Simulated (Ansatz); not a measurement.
## YbZnSn: reading a single point

```xyz
6
Lattice="2.3302 4.0360 0.0000 -2.3302 4.0360 0.0000 0.0000 0.0000 7.4943" Properties=species:S:1:pos:R:3 pbc="T T T"
Yb    0.0000    0.0000    1.8736
Yb    0.0000    0.0000    5.6208
Zn   -0.0002    2.6908    0.4639
Zn   -0.0002    5.3812    4.2111
Sn   -0.0002    2.6908    3.5808
Sn   -0.0002    5.3812    7.3280
```

Method: r2SCAN, no spin polarisation; PAW, plane waves to 500 eV, 6×6×3 Γ-centred mesh, fermi-dirac occupations (width 0.1 eV) (Ansatz 0.2.0), atoms fixed.

Which element gives electrons and which takes them?

Bader charges in e: Yb +1.33, Zn -0.31, Sn -1.02. In the mean Yb gives up most and Sn takes most.

Are the atoms at rest?

Nearly at rest: the largest force is 0.035 eV/Å.

Is there a gap?

It is a metal, with about 1.2 states/eV a cell as the mean within 0.25 eV of the Fermi level, mostly Yb f (41 %), Yb d (29 %) and Sn p (15 %).

What do density and ELF say about some of the short contacts?

Zn–Sn at 2.76 Å: least valence density 0.28 e/Å³ and ELF 0.49 there. Yb–Zn at 3.04 Å: least valence density 0.13 e/Å³ and ELF 0.12 there. Yb–Sn at 3.19 Å: least valence density 0.15 e/Å³ and ELF 0.18 there. Both are smooth PAW fields, read partly inside the augmentation spheres.

Is the cell too large or too small?

The pressure is -1.7 GPa (compression positive), so with the atoms held at these fractions the cell would first shrink.

Is it stable against the elements?

-0.61 eV an atom against the elements' usual phases (free molecules for gases, crystals otherwise, with no correction for O₂ or N₂), so it is bound against them; other compounds may still compete. Relaxing would lower it.

Origin: a database entry at a rescaled volume. Caveats: no spin polarisation, so a magnetic state may lie lower; f levels without a U or exact exchange are poorly placed.
